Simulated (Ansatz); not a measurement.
# How far is PAW off for MgS?

```
CELL_PARAMETERS angstrom
0.00000 2.67970 2.60165
2.67970 0.00000 2.60165
2.67970 2.67970 0.00000
ATOMIC_POSITIONS crystal
Mg 0.00000 0.00000 0.00000
S 0.50000 0.50000 0.50000
```

Atoms are numbered in the order listed.

The cell comes from COD entry 9008672, which wasn't checked; take it as a given geometry. The listed cell was then made from it by scaling, straining or moving an atom.

All numbers are computed: DFT, LDA, PAW with Ansatz's default frozen-core files, scalar-relativistic (Ansatz 0.2.0); DFT, LDA, all-electron LAPW, scalar-relativistic (Ansatz 0.2.0).

For PAW: a Γ-centred 8×8×8 k mesh, Fermi–Dirac smearing of 0.01 eV, cutoff 420 eV, no spin polarisation; the PAW files were made with PBE, and the program remakes their frozen cores for this functional. LAPW targets a basis error of 0.25 meV/atom. The Ansatz runs share mesh, smearing and spin set-up. Plane-wave (PAW) pressures include the program's estimate of the Pulay term.

Stress and pressure are positive in compression.

The change that made this cell: equal xx and yy strain of +3 %.

PAW results:

```
       quantity    PAW
 pressure (GPa)  -6.78
stress xx (GPa)  -7.46
stress zz (GPa)  -5.42
  band gap (eV)  2.311
```

Task: What does all-electron LAPW give for the same quantities?

Result: 
| quantity | LAPW |
| --- | --- |
| pressure (GPa) | -6.76 |
| stress xx (GPa) | -7.44 |
| stress zz (GPa) | -5.40 |
| band gap (eV) | 2.313 |
